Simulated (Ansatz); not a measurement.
**VSi, first-principles data**

VSi:
```cif
data_Si2V2
_chemical_formula_sum 'V2 Si2'
_space_group_name_H-M_alt 'P 1'
_space_group_IT_number 1
_cell_length_a 4.23945
_cell_length_b 4.23945
_cell_length_c 4.23945
_cell_angle_alpha 60.000
_cell_angle_beta 60.000
_cell_angle_gamma 60.000
loop_
_space_group_symop_operation_xyz
  'x, y, z'
loop_
_atom_site_label
_atom_site_type_symbol
_atom_site_fract_x
_atom_site_fract_y
_atom_site_fract_z
_atom_site_occupancy
V1 V 0.00000 0.00000 0.00000 1
Si1 Si 0.25000 0.25000 0.25000 1
V2 V 0.50000 0.50000 0.50000 1
Si2 Si 0.75000 0.75000 0.75000 1
```
The run is spin-polarised; directions of the spins, atom by atom: ↑ 0 ↓ 0.

Space group Pm-3m (No. 221), CsCl type; conventional cell a = b = c = 2.9977 Å, α = β = γ = 90.00°.

Method: PBE in the plane-wave PAW code Ansatz. The cell and atoms are relaxed at this level. Other levels are named where they apply.

Cell and energy:

Volume per atom: 13.47 Å³
Density: 4.87 g/cm³
Formation energy from the elements (no fitted shifts): -0.15 eV/atom

Electronic structure:

Electronic character: metallic (no gap)
Density of states at the Fermi level: 0.45 states/eV per atom (mean over ±0.08 eV)

Magnetism:

- Magnetic order = antiferromagnetic
- Net moment = 0.00 μB per atom

Mechanics:

- Bulk modulus (Birch–Murnaghan fit): 1400 kbar
- Pressure derivative B′: 4.2
- Mechanical stability: unstable (C has a negative eigenvalue)

Charges:

- Bader charges: V +0.69, Si -0.69 e

The cell is a constructed one: a structure type filled with these elements; neither database checked (COD, Materials Project) lists it. Its standing as an ambient phase is unchecked. The PBE relaxation kept the symmetry of its start, as lowered by the spin order. The final state is antiferromagnetic, chosen from 3 collinear starts compared on coarse meshes (ties went to the first, and starts can fall back to one state), not a proven ground state. Point labels and valley counts follow the cell and symmetry of the run, lower than the named group. On the denser mesh and wider smearing of the elastic run this cell carries a stress of 0.3 GPa. The references are the lowest solids computed at this level, not always the standard phases.

Potentials: the later of the program's two PAW sets.
